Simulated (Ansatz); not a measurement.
Theory: DFT PBE, scalar-relativistic, plane waves, PAW (Ansatz). Settings: cutoff 420 eV, Γ-centred meshes spaced at most about 0.3 Å⁻¹, and about 0.25 Å⁻¹ or finer for metals (2π included), Gaussian smearing. No spin polarisation in the final relaxations.

All energies are static (0 K, no zero-point motion).

Compare these two cells of Sr3Ta2O, each relaxed at this level.

A. Space group P6/mmm (No. 191), hexagonal, a = 7.200 Å, c = 6.204 Å. Around Sr lie 4 Sr at 3.60 Å, 4 Ta at 3.80 Å and 4 O at 4.75 Å; Ta is surrounded by 1 O at 1.90 Å, 1 Ta at 2.41 Å, 6 Sr at 3.80 Å and 1 Ta at 3.80 Å; O is surrounded by 2 Ta at 1.90 Å, 2 Ta at 4.31 Å and 12 Sr at 4.75 Å.

B. Space group P-6m2 (No. 187), hexagonal, a = 5.622 Å, c = 5.840 Å. Around Sr on its first site lie 2 O at 2.92 Å, 3 Sr at 3.25 Å and 6 Ta at 3.46 Å; around Sr on its second site lie 2 Sr at 2.92 Å, 3 O at 3.25 Å and 6 Ta at 3.67 Å; Sr on its third site is surrounded by 2 Sr at 2.92 Å, 3 Sr at 3.25 Å and 6 Ta at 3.46 Å; Ta has 1 Ta at 2.40 Å, 1 Ta at 3.44 Å, 6 Sr at 3.46 Å, 3 O at 3.67 Å and 3 Sr at 3.67 Å; O has 2 Sr at 2.92 Å, 3 Sr at 3.25 Å and 6 Ta at 3.67 Å.

**Question.** Which is lower in energy, and by how much?

**Answer.** A is lower, by 0.35 eV/atom. A has space group P6/mmm (No. 191), 46.4 Å³/atom and no gap on its mesh; B has space group P-6m2 (No. 187), 26.6 Å³/atom and no gap. Counting Sr or Ta atoms around O (for each partner element, those within 1.25 times its shortest distance or 1.15 times the sum of covalent radii, where it is the nearest in units of that sum or under 1.3), A has O 2 and B has O 5. The lower one is the more open, so pressure narrows the difference. Even the lower one lies +0.50 eV/atom against the reference forms of the elements (uncorrected), so neither is stable at this level. Both come from invented guesses. A third cell relaxed alike, in P4mm, lies 0.33 eV/atom below the lower of the two.

These runs have no spin–orbit coupling, which can matter for Ta. A magnetic state wasn't ruled out in cells without spin, among them P6/mmm, P-6m2. Cells relaxed within their symmetry can be saddle points.
